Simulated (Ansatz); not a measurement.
WS:
```cif
data_SW
_chemical_formula_sum 'W1 S1'
_space_group_name_H-M_alt 'P 1'
_space_group_IT_number 1
_cell_length_a 3.15385
_cell_length_b 3.15385
_cell_length_c 3.34167
_cell_angle_alpha 90.000
_cell_angle_beta 90.000
_cell_angle_gamma 120.000
loop_
_space_group_symop_operation_xyz
  'x, y, z'
loop_
_atom_site_label
_atom_site_type_symbol
_atom_site_fract_x
_atom_site_fract_y
_atom_site_fract_z
_atom_site_occupancy
W1 W 0.00000 0.00000 0.00000 1
S1 S 0.33333 0.66667 0.50000 1
```

Relaxed with r²SCAN.

### Question
Which orbitals make up the states near the Fermi level in the program Ansatz at the r²SCAN level (PAW)?

### Answer
Within 0.5 eV of the Fermi level: W 5d 75 %, S 3p 12 %, outside the projected shells 6 %. Projections are on Löwdin-orthogonalised atomic valence shells; empty p or d shells of many metals are not among them.

### Question
Tabulate the density of states.

### Answer
States/eV per cell of 2 atoms, in 0.25 eV bins, energy from the Fermi level.

| E (eV) | total | W 5d | S 3p | W 6s |
|---|---|---|---|---|
| -7.85 | 1.09 | 0.27 | 0.74 | 0.03 |
| -7.60 | 1.35 | 0.36 | 0.91 | 0.03 |
| -7.35 | 1.42 | 0.44 | 0.91 | 0.03 |
| -7.10 | 1.61 | 0.54 | 1.01 | 0.02 |
| -6.85 | 1.26 | 0.36 | 0.85 | 0.02 |
| -6.60 | 1.58 | 0.45 | 1.07 | 0.01 |
| -6.35 | 1.19 | 0.38 | 0.78 | 0.01 |
| -6.10 | 1.04 | 0.34 | 0.67 | 0.01 |
| -5.85 | 0.94 | 0.31 | 0.60 | 0.00 |
| -5.60 | 0.88 | 0.29 | 0.57 | 0.00 |
| -5.35 | 0.89 | 0.30 | 0.57 | 0.00 |
| -5.10 | 1.37 | 0.51 | 0.84 | 0.00 |
| -4.85 | 0.54 | 0.22 | 0.31 | 0.00 |
| -4.60 | 0.17 | 0.11 | 0.06 | 0.01 |
| -4.35 | 0.35 | 0.25 | 0.08 | 0.01 |
| -4.10 | 0.49 | 0.38 | 0.08 | 0.01 |
| -3.85 | 0.64 | 0.50 | 0.08 | 0.02 |
| -3.60 | 1.62 | 1.29 | 0.12 | 0.13 |
| -3.35 | 1.90 | 1.51 | 0.13 | 0.14 |
| -3.10 | 1.40 | 1.08 | 0.12 | 0.09 |
| -2.85 | 0.93 | 0.78 | 0.04 | 0.03 |
| -2.60 | 0.39 | 0.35 | 0.01 | 0.01 |
| -2.35 | 0.10 | 0.09 | 0.00 | 0.00 |
| -2.10 | 0.18 | 0.17 | 0.00 | 0.00 |
| -1.85 | 0.39 | 0.36 | 0.01 | 0.00 |
| -1.60 | 0.69 | 0.61 | 0.04 | 0.00 |
| -1.35 | 0.89 | 0.79 | 0.06 | 0.00 |
| -1.10 | 0.98 | 0.86 | 0.07 | 0.00 |
| -0.85 | 1.10 | 0.94 | 0.09 | 0.01 |
| -0.60 | 1.04 | 0.84 | 0.11 | 0.01 |
| -0.35 | 1.20 | 0.93 | 0.15 | 0.02 |
| -0.10 | 1.68 | 1.22 | 0.21 | 0.06 |
| 0.15 | 1.54 | 1.13 | 0.18 | 0.05 |
| 0.40 | 1.31 | 1.00 | 0.13 | 0.04 |
| 0.65 | 1.31 | 1.02 | 0.11 | 0.04 |
| 0.90 | 1.60 | 1.21 | 0.17 | 0.05 |
| 1.15 | 1.61 | 1.19 | 0.18 | 0.04 |
| 1.40 | 2.09 | 1.43 | 0.29 | 0.06 |
| 1.65 | 2.83 | 1.94 | 0.43 | 0.07 |
| 1.90 | 2.36 | 1.61 | 0.35 | 0.09 |
| 2.15 | 1.72 | 1.17 | 0.29 | 0.06 |
| 2.40 | 1.29 | 0.80 | 0.27 | 0.09 |
| 2.65 | 0.91 | 0.55 | 0.22 | 0.06 |
| 2.90 | 0.96 | 0.56 | 0.22 | 0.09 |
| 3.15 | 1.11 | 0.60 | 0.25 | 0.15 |
| 3.40 | 1.09 | 0.55 | 0.25 | 0.18 |
| 3.65 | 0.80 | 0.38 | 0.20 | 0.13 |
| 3.90 | 0.71 | 0.31 | 0.17 | 0.13 |
| 4.15 | 0.68 | 0.27 | 0.17 | 0.11 |
| 4.40 | 0.85 | 0.31 | 0.21 | 0.15 |
| 4.65 | 1.09 | 0.33 | 0.27 | 0.20 |

Space group P-6m2. The start of the workflow was typed in or built on a structure type; neither database checked (COD, Materials Project) lists it. Its standing as an ambient phase is unchecked. Symmetry was held in the r²SCAN relaxation; its stability against distortions is not shown here. The workflow began spin-polarised and lost its moments. Its formation energy is positive at this level, so the cell may be metastable or incomplete. Spin–orbit coupling is left out wherever it is not named.

Potentials: the earlier of the program's two PAW sets.
